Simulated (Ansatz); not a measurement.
Ge:
```
Ge
1.0
   -3.50121     3.50121     3.50121
    3.50121    -3.50121     3.50121
    3.50121     3.50121    -3.50121
Ge
6
Direct
  0.50000   0.75000   0.25000
  0.25000   0.50000   0.75000
  0.75000   0.50000   0.25000
  0.50000   0.25000   0.75000
  0.25000   0.75000   0.50000
  0.75000   0.25000   0.50000
```

Relaxed with r²SCAN. Special points in fractions of this cell's reciprocal vectors: Γ (0.000, 0.000, 0.000); H (0.500, -0.500, 0.500); N (0.000, 0.000, 0.500); P (0.250, 0.250, 0.250).

**Question.** List the band energies nearest the valence-band maximum at these points for DFT-r²SCAN in the program Ansatz with PAW potentials.

**Answer.** In eV from the valence-band maximum; about four levels below and three above (degenerate sets whole), none deeper than 8.9 eV; points with the same levels are listed once.

```
k                                below                     above
-  -----------------------------------  ------------------------
Γ  -2.81 -2.81 -2.81 -2.14 -2.14 -2.14  2.12 2.12 2.61 2.61 2.61
H     -1.96 -1.96 -1.96 0.00 0.00 0.00       0.23 0.35 0.35 0.35
N              -3.36 -2.05 -1.38 -0.78            1.27 2.13 2.64
P        -2.82 -2.82 -2.82 -1.89 -1.89            2.47 2.47 2.47
```

Space group Im-3m. The start of the workflow was typed in or built on a structure type; the Crystallography Open Database copy checked does not list it. It is not the phase usual at ambient conditions (space group No. 227). The r²SCAN relaxation kept the symmetry of its start; its stability against distortions is not shown here. The volume moved by 22 % from the start of the relaxation. Scalar-relativistic: spin–orbit coupling is off unless named, which matters more the heavier the elements.

Potentials: the later of the program's two PAW sets.
